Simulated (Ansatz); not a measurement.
Geometry optimisation in Ansatz: input, command and trajectory.

```yaml
crystal:
  lattice:
    - [3.905788208, -2.341163881, 0.0]
    - [3.905788208, 2.341163881, 0.0]
    - [0.0, 0.0, 9.9547761926]
  atoms:
    - { symbol: I, position: [0.8444604923, 0.1555395077, 0.8799806154] }
    - { symbol: I, position: [0.3444604923, 0.6555395077, 0.6200193846] }
    - { symbol: I, position: [0.1555395077, 0.8444604923, 0.1200193846] }
    - { symbol: I, position: [0.6555395077, 0.3444604923, 0.3799806154] }
basis:
  ecutwfc: 500
kpoints:
  mp_grid: { grid: [8, 8, 4] }
hamiltonian:
  xc: r2scan
scf:
  occupations: { method: gaussian, width: 0.02 }
output:
  forces: true
  stress: true
  eigenvalues: true
relax:
  adjacent_minimum: "off"
  f_tol: 0.01
  max_steps: 30
  cell: { stress_tol: 0.1, fix: [volume] }
```

```bash
ansatz run input.yaml --threads 1 --pin off --max-ram 2560MiB --backend cpu --events-out ev --progress --plain --runs-dir out
```

These are results of DFT r2SCAN, scalar-relativistic, plane waves, PAW in Ansatz, not measurements.

The volume is held at 1.03 times that of the relaxed cell.

Of 4 frames 3 are shown, positions in Å and forces in eV/Å; the SCF threshold varies from step to step. Steps run on the plane waves of an earlier cell, with a Pulay correction in the pressure. The basis is chosen afresh for the last frame, the zero of the energies, and at times for earlier ones too; energy and pressure step there, also at an unchanged geometry.

```xyz
4
Lattice="3.9058 -2.3412 0.0000 3.9058 2.3412 0.0000 0.0000 0.0000 9.9548" Properties=species:S:1:pos:R:3:forces:R:3 pbc="T T T" step=1 free_energy_over_end_meV_per_atom=2.07 pressure_GPa=-0.67
I     3.9058   -1.6129    8.7600    0.0000   -0.1108    0.1276
I     3.9058    0.7283    6.1722    0.0000   -0.1108   -0.1276
I     3.9058    1.6129    1.1948    0.0000    0.1108   -0.1276
I     3.9058   -0.7283    3.7826    0.0000    0.1108    0.1276
4
Lattice="3.9363 -2.3404 0.0000 3.9363 2.3404 0.0000 0.0000 0.0000 9.8808" Properties=species:S:1:pos:R:3:forces:R:3 pbc="T T T" step=2 free_energy_over_end_meV_per_atom=0.18 pressure_GPa=-0.13
I     3.9363   -1.6330    8.6932    0.0000    0.0299    0.0013
I     3.9363    0.7074    6.1280    0.0000    0.0299   -0.0013
I     3.9363    1.6330    1.1876    0.0000   -0.0299   -0.0013
I     3.9363   -0.7074    3.7528    0.0000   -0.0299    0.0013
4
Lattice="3.9397 -2.3355 0.0000 3.9397 2.3355 0.0000 0.0000 0.0000 9.8929" Properties=species:S:1:pos:R:3:forces:R:3 pbc="T T T" step=4 free_energy_over_end_meV_per_atom=0.00 pressure_GPa=-0.20
I     3.9397   -1.6200    8.7085    0.0000    0.0032   -0.0064
I     3.9397    0.7155    6.1309    0.0000    0.0032    0.0064
I     3.9397    1.6200    1.1845    0.0000   -0.0032    0.0064
I     3.9397   -0.7155    3.7620    0.0000   -0.0032   -0.0064
```

It took 100 s on 1 thread of Intel(R) Xeon(R) 6975P-C (Granite Rapids) (shared host), peak memory 1.1 GiB.

The cell holds layers, and r2SCAN describes their binding at middle range but leaves out its long-range dispersion part.